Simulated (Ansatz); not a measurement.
Here is the system:

ScBe₅:
```yaml
crystal:
  lattice:
    - [4.53495, 0.00000, 0.00000]
    - [-2.26748, 3.92738, 0.00000]
    - [0.00000, 0.00000, 3.50662]
  atoms:
    - { symbol: Sc, position: [0.00000, 0.00000, 0.00000] }
    - { symbol: Be, position: [0.33333, 0.66667, 0.00000] }
    - { symbol: Be, position: [0.66667, 0.33333, 0.00000] }
    - { symbol: Be, position: [0.50000, 0.00000, 0.50000] }
    - { symbol: Be, position: [0.50000, 0.50000, 0.50000] }
    - { symbol: Be, position: [0.00000, 0.50000, 0.50000] }
```

This is the r²SCAN-relaxed structure.

Problem. All from the program Ansatz at the r²SCAN level (PAW), unless another level is named. Predict the density of states at the Fermi level.

Solution. 0.25 states/eV per atom (mean over ±0.08 eV).

Problem. Next, the formation energy from the elements (no fitted shifts)?

Solution. -0.22 eV/atom.

Space group P6/mmm. The first step of the workflow began from a Materials Project structure, measured or hypothetical; the Crystallography Open Database copy checked does not list it. Whether it is the stable phase at ambient conditions was not checked. The cell keeps a stress of up to 0.2 GPa. The cell was relaxed with r²SCAN under the symmetry of its start; whether a distortion lowers the energy is not shown. The run is not spin-polarised. The references are the lowest solids computed at this level, not always the standard phases.

Potentials: the later of the program's two PAW sets.
